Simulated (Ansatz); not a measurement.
Method: DFT PBE, scalar-relativistic, plane waves, PAW (Ansatz 0.2.0). Settings: cutoff 420 eV, Γ-centred meshes spaced at most about 0.3 Å⁻¹, and about 0.25 Å⁻¹ or finer for metals (2π included), Gaussian smearing. No spin polarisation in the final relaxations.

These are static total energies at zero pressure.

Two forms of LuHfF were relaxed alike.

1.

```yaml
crystal:
  lattice:
    - [3.67011, 0.00000, 0.00000]
    - [-1.83506, 3.17841, 0.00000]
    - [0.00000, 0.00000, 5.83896]
  atoms:
    - { symbol: Lu, position: [0.00000, 0.00000, 0.00000] }
    - { symbol: Hf, position: [0.33333, 0.66667, 0.50000] }
    - { symbol: F, position: [0.66667, 0.33333, 0.50000] }
```

2.

```yaml
crystal:
  lattice:
    - [3.63979, 0.00000, 0.00000]
    - [-1.81989, 3.15215, 0.00000]
    - [0.00000, 0.00000, 6.38049]
  atoms:
    - { symbol: Lu, position: [0.33333, 0.66667, 0.00000] }
    - { symbol: Hf, position: [0.33333, 0.66667, 0.50000] }
    - { symbol: F, position: [0.00000, 0.00000, 0.50000] }
```

Question: Which would you expect to be lower, and how large is the difference?

Answer: Cell 1 is lower, by 159 meV/atom. Cell 1 has space group P-6m2 (No. 187), 22.7 Å³/atom and no gap on its mesh; cell 2 has space group P-6m2 (No. 187), 24.4 Å³/atom and no gap. Counting F atoms around Hf and Lu (those within 1.25 times the shortest such distance or 1.15 times the sum of covalent radii, 1.27 where that leaves under three; the shortest distance is added where it exceeds 1.18 times the sum of covalent radii), cell 1 has Lu 6 from 3.6 Å, Hf 3 and cell 2 has Lu 6 from 3.8 Å, Hf 3. The denser one is the lower, and pressure would at first widen the difference. In cell 1, Lu has 6 F at 3.61 Å, 6 Hf at 3.61 Å and 6 Lu at 3.67 Å; around Hf lie 3 F at 2.12 Å, 6 Lu at 3.61 Å and 6 Hf at 3.67 Å; F is surrounded by 3 Hf at 2.12 Å and 6 Lu at 3.61 Å. In cell 2, Lu is surrounded by 2 Hf at 3.19 Å, 6 Lu at 3.64 Å and 6 F at 3.82 Å; Hf is surrounded by 3 F at 2.10 Å, 2 Lu at 3.19 Å and 6 Hf at 3.64 Å; around F lie 3 Hf at 2.10 Å, 6 F at 3.64 Å and 6 Lu at 3.82 Å. Both come from invented guesses. A third cell relaxed alike, in P4/nmm, lies 0.64 eV/atom below the lower of the two.

Spin–orbit coupling, which can matter for Hf, is left out. A magnetic state wasn't ruled out in cells without spin, among them P-6m2 at 22.7 Å³/atom, P-6m2 at 24.4 Å³/atom. Cells relaxed within their symmetry can be saddle points.
